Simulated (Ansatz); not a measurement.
A distorted cell of SnSe$_{2}$ (CdI2 type):

```
SnSe2
1.0
    7.58729     0.00000     0.00000
   -1.89682     3.28539     0.00000
    0.00000     0.00000     5.74380
Sn Se
2 4
Direct
  0.00000   0.00000   0.00000
  0.50000   0.00000   0.00000
  0.16667   0.66667   0.27602
  0.64532   0.66667   0.27602
  0.33333   0.33333   0.72398
  0.83333   0.33333   0.72398
```

Computed with PBEsol-D3(BJ) (plane waves to 420 eV, PAW, scalar-relativistic; Ansatz, an electronic-structure program). k mesh 4×8×5 (Γ-centred), Fermi-Dirac smearing 0.05 eV. Energies are smeared free energies. Compression counts positive. With partly filled bands, energies and forces of such displacements shift with the k mesh and the smearing. At this level the bands of SnSe2 touch or barely overlap; measurements give the solid a gap. SnSe2 was relaxed with its symmetry unable to fall.

Question: What forces act on the atoms (eV/Å, Cartesian)?

Answer: 
| atom | Fx | Fy | Fz |
|---|---|---|---|
| Sn1 | -0.094 | -0.051 | 0.181 |
| Sn2 | -0.355 | 0.159 | -0.331 |
| Se3 | -0.210 | -0.104 | -0.009 |
| Se4 | 0.844 | 0.007 | 0.134 |
| Se5 | -0.118 | -0.082 | -0.014 |
| Se6 | -0.068 | 0.069 | 0.039 |

Question: What is the stress tensor (GPa)?

Answer: 
```
    0.2     -0.3      0.9
   -0.3      0.1     -0.2
    0.9     -0.2      0.3
```
The pressure, a third of the trace, is 0.2 GPa.

Question: In it atom 4 sits (-0.162, 0.000, 0.000) Å away from its relaxed site. What is its energy relative to the relaxed cell?

Answer: 68 meV/cell.

(A displaced cell: forces are minus the slopes of the energy, force constants its curvatures, and phonons follow from these.)
